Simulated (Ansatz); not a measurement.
ZrGe:
```
CELL_PARAMETERS angstrom
      3.81703     0.00000     0.00000
     -1.90851     3.30564     0.00000
      0.00000     0.00000     6.83443
ATOMIC_POSITIONS crystal
  Zr 0.00000 0.00000 0.00000
  Zr 0.00000 0.00000 0.50000
  Ge 0.33333 0.66667 0.25000
  Ge 0.66667 0.33333 0.75000
```

Relaxed with PBE. Special points in fractions of this cell's reciprocal vectors: Γ (0.000, 0.000, 0.000); M (0.500, 0.000, 0.000); K (0.333, 0.333, 0.000); A (0.000, 0.000, 0.500); L (0.500, 0.000, 0.500); H (0.333, 0.333, 0.500).

**Question.** List the band energies nearest the Fermi level at these points for PBE in the plane-wave PAW code Ansatz.

**Answer.** In eV from the Fermi level; about four levels below and three above (degenerate sets whole), none deeper than 8.9 eV; points with the same levels are listed once.

| k | below | above |
|---|---|---|
| Γ | -4.62 -1.53 -1.53 -1.12 | 0.64 0.64 0.73 0.73 |
| M | -1.90 -1.72 -1.12 -1.09 | 0.80 0.80 2.17 |
| K | -3.03 -3.03 -1.89 -1.89 -0.44 | 1.54 1.54 1.67 |
| A | -0.75 -0.75 -0.75 -0.75 | 1.37 1.37 1.37 1.37 |
| L | -1.57 -1.57 -0.89 -0.89 | 0.18 0.18 2.79 2.79 |
| H | -2.19 -2.19 -1.84 -1.84 | 0.76 0.76 2.29 2.29 |

Space group P6_3/mmc (NiAs type). The cell is a constructed one: a structure type filled with these elements; neither database checked (COD, Materials Project) lists it. Whether it is the stable phase at ambient conditions was not checked. The cell was relaxed with PBE under the symmetry of its start; its stability against distortions is not shown here. No spin polarisation was allowed. Spin–orbit coupling is left out wherever it is not named.

Potentials: the later of the program's two PAW sets.
